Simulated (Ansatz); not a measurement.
# YS: energy along a strain

YS, Fm-3m, a = 5.487 Å (as given, not relaxed at this level: 2.2 GPa). The structure is a COD entry; whether it is the stable form wasn't checked. Ansatz: r2SCAN, PAW, 500 eV, Γ-centred 16×16×16 mesh on 2 atoms, Gaussian smearing 0.15 eV; no spin polarisation. Cell vectors (Å): 0.000 2.744 2.744; 2.744 0.000 2.744; 2.744 2.744 0.000. The cell is strained by x per cent times the pattern (0 0 0 1 0 0) in the order xx yy zz yz xz xy (engineering shears), with fractional coordinates held. y is the free energy over the start, V0 = 20.653 Å³/atom. Symmetry makes y even in x. Points with a strain past 8.5 % were computed too (2) and aren't used here.

```
x (%) y (meV/atom)
-5.00          4.72
 0.00          0.00
 1.25          0.29
 2.50          1.16
 3.75          2.63
 6.25          7.48
 7.50             ?
```

Problem. Fit y = c2 x² + c4 x⁴ to the other rows, get the stiffness along the pattern, and predict the missing energy.

Solution. Least squares on the rows shown. y = 0.1843 x² + 0.0001828 x⁴. The clamped-ion stiffness p·C·p = 2 × 1.843 eV × 160.2 / 20.653 Å³ = 29 GPa, which is C44 in these axes (second derivative at the start, which stands under stress). At x = 7.50 the fit asked for gives 10.95 meV/atom. The run gave 10.95 meV/atom, the same to the digits shown.

The cell has an odd number of electrons and ran without spin polarisation, so a magnetic or disproportionated state may lie lower.